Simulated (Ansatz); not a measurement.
Consider the following.

MoNaS₂:
```cif
data_Mo2Na2S4
_chemical_formula_sum 'S4 Mo2 Na2'
_space_group_name_H-M_alt 'P 1'
_space_group_IT_number 1
_cell_length_a 3.31955
_cell_length_b 3.31955
_cell_length_c 14.42355
_cell_angle_alpha 90.000
_cell_angle_beta 90.000
_cell_angle_gamma 120.000
loop_
_space_group_symop_operation_xyz
  'x, y, z'
loop_
_atom_site_label
_atom_site_type_symbol
_atom_site_fract_x
_atom_site_fract_y
_atom_site_fract_z
_atom_site_occupancy
S1 S 0.66667 0.33333 0.64321 1
Mo1 Mo 0.33333 0.66667 0.75000 1
S2 S 0.66667 0.33333 0.85679 1
Na1 Na 0.00000 0.00000 0.00000 1
S3 S 0.33333 0.66667 0.14321 1
Mo2 Mo 0.66667 0.33333 0.25000 1
S4 S 0.33333 0.66667 0.35679 1
Na2 Na 0.00000 0.00000 0.50000 1
```

This is the r²SCAN+D4-relaxed structure.

Q: All from DFT-r²SCAN+D4 in the program Ansatz with PAW potentials, unless another level is named. Predict the electronic character.

A: metallic (no gap).

Q: What about the formation energy from the elements (no fitted shifts)?

A: -0.85 eV/atom.

Q: Next, the density of states at the Fermi level?

A: 0.72 states/eV per atom (mean over ±0.08 eV).

Q: Give the gap with spin–orbit coupling.

A: none (metallic).

Space group P6_3/mmc. The cell is a constructed one: a structure type filled with these elements; neither database checked (COD, Materials Project) lists it. Its standing as an ambient phase is unchecked. The r²SCAN+D4 relaxation kept the symmetry of its start; whether a distortion lowers the energy is not shown. The run is not spin-polarised. The references are the lowest solids computed at this level, not always the standard phases. Scalar-relativistic: spin–orbit coupling is off unless named, which matters more the heavier the elements.

Potentials: the later of the program's two PAW sets.
